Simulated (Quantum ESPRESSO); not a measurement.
GaP has the cubic space group F-43m (No. 216), the zinc blende structure, Pearson symbol cF8. Cell: a = 5.5487 Å, b = 5.5487 Å, c = 5.5487 Å, α = 90.00°, β = 90.00°, γ = 90.00°. P on 4b is coordinated by 4 Ga at 2.403 Å (tetrahedral). Ga on 4c is surrounded by 4 P at 2.403 Å (tetrahedral). (Neighbours: up to the widest gap in distance over summed covalent radii, below 1.35, at either atom.)
(The calculation used a cell of 2 atoms; values per cell refer to that cell.)

The PBEsol cell relaxed from Materials Project entry mp-2490 was given an isotropic strain of +2 % on all lattice vectors, and the atoms were relaxed again.

Task: What does PBEsol (Quantum ESPRESSO, PseudoDojo norm-conserving, 80 Ry, no spin-orbit coupling) give for the electronic structure near the Fermi level?

Result: The PBEsol gap is direct, 1.30 eV at Γ. Spin-orbit splittings are left out.
